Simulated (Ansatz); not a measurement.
Consider the following.

Zn (hcp, Mg type)

```xyz
2
Lattice="2.6467 0.0000 0.0000 -1.3234 2.2921 0.0000 0.0000 0.0000 4.6781" Properties=species:S:1:pos:R:3 pbc="T T T"
Zn     0.0000     1.5281     3.5086
Zn     1.3234     0.7640     1.1695
```

Equation-of-state scan: isotropic scaling of the cell above, V₀ being its volume. Symmetry pins the atoms to their sites.

Calculation: r2SCAN (plane waves to 500 eV, PAW, scalar-relativistic; Ansatz, a program for electronic structure). k mesh 20×20×10 (Γ-centred), Fermi-Dirac smearing 0.05 eV. The energy includes the smearing's −TS. Compression counts positive. With the shape held, the modulus is that of even scaling; a crystal free to change shape is softer. The PAW data are Ansatz's earlier set. Zn was relaxed with its symmetry unable to fall. ΔE is measured from the relaxed starting cell.

The scan covers V/V₀ from 0.840 to 1.160 in 11 points.

**Question.** What is the fitted pressure derivative B₀′?

**Answer.** 5.2.

**Question.** What bulk modulus at fixed cell shape B₀ follows from a third-order Birch-Murnaghan fit?

**Answer.** 93.6 GPa.

(Under strain, the slope of the energy per volume gives the stress and its curvature an elastic modulus.)
